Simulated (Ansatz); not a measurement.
TlCl:
```
TlCl
1.0
    3.91746     0.00000     0.00000
    0.00000     3.91746     0.00000
    0.00000     0.00000     3.91746
Tl Cl
1 1
Cartesian
  0.00000   0.00000   0.00000
  1.95873   1.95873   1.95873
```

Relaxed with PBE+D3(BJ). 

### Question
HSE06 on this cell (Ansatz, a quantum-chemistry and plane-wave program, PAW) gives a gap of 3.02 eV. What does PBE+D3(BJ) give?

### Answer
2.23 eV.

Cost on shared cores: the PBE+D3(BJ) run (SCF on a 7×7×7 mesh, then bands and DOS) very roughly 15 core-seconds, the HSE06 run (SCF on 5×5×5, then a few points) around 80 core-seconds (rough); the tasks are unlike.

Space group Pm-3m (CsCl type). Symmetry was held in the PBE+D3(BJ) relaxation; phonons on a q-mesh show weakly imaginary modes. Scalar-relativistic: spin–orbit coupling is off unless named, which matters more the heavier the elements.

Potentials: the later of the program's two PAW sets.

Ansatz is a plane-wave DFT program.
